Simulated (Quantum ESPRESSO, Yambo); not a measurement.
LiHF2 (space group R-3m, No. 166): one geometry, one set of norm-conserving PBEsol (Quantum ESPRESSO, 84 Ry, no spin-orbit coupling) orbitals, self-energies from Yambo (6×6×6 Γ-centred k mesh, 76 bands and a 10 Ry block in the screening, 76 bands in G with the Bruneval-Gonze terminator, plasmon pole fitted at 27.2 eV).

```tsv
level	gap Z → Γ (eV)	direct gap at Γ (eV)
PBEsol (Quantum ESPRESSO)	8.14	8.34
exchange only (Hartree-Fock self-energy on PBEsol orbitals)	?	?
static COHSEX@PBEsol	14.32	14.57
G0W0@PBEsol, plasmon pole	?	?
```

**Question.** What belongs in the gaps?

**Answer.** 
- exchange only (Hartree-Fock self-energy on PBEsol orbitals), gap Z → Γ (eV): 20.70
- exchange only (Hartree-Fock self-energy on PBEsol orbitals), direct gap at Γ (eV): 20.96
- G0W0@PBEsol, plasmon pole, gap Z → Γ (eV): 12.67
- G0W0@PBEsol, plasmon pole, direct gap at Γ (eV): 12.91

Bare exchange has no screening and gives the widest gap; static COHSEX screens it but leaves out the frequency dependence, which G0W0 restores. All rows use the PBEsol edge points; in the exchange only run other k points give a smaller gap, 20.49 eV.

Convergence of the G0W0 settings was not tested.

Geometry relaxed with PBE+D3(BJ); primitive cell a = 4.7162 Å, b = 4.7162 Å, c = 4.7162 Å, α = 36.94°, β = 36.94°, γ = 36.94°.

The structure is a Materials Project entry; no match was found in the copy of COD used, and its stability was not checked.
